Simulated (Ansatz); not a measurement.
Given:

TaGa₃:
```
TaGa3
1.0
   -1.89445     1.89445     4.33381
    1.89445    -1.89445     4.33381
    1.89445     1.89445    -4.33381
Ta Ga
1 3
Direct
  0.00000   0.00000   0.00000
  0.50000   0.50000   0.00000
  0.75000   0.25000   0.50000
  0.25000   0.75000   0.50000
```

This is the r²SCAN-relaxed structure.

### Question
All from DFT-r²SCAN in the program Ansatz with PAW potentials, unless another level is named. Predict the density of states at the Fermi level.

### Answer
0.15 states/eV per atom (mean over ±0.08 eV).

### Question
What about the formation energy from the elements (no fitted shifts)?

### Answer
-0.20 eV/atom.

Space group I4/mmm. The workflow started from a Materials Project entry (that database holds measured and hypothetical structures alike); the Crystallography Open Database files this formula in space group No. 139, but the cells were not matched. Whether it is the stable phase at ambient conditions was not checked. The r²SCAN relaxation kept the symmetry of its start; whether a distortion lowers the energy is not shown. No spin polarisation was allowed. The references are the lowest solids computed at this level, not always the standard phases. Spin–orbit coupling is left out wherever it is not named.

Potentials: the later of the program's two PAW sets.
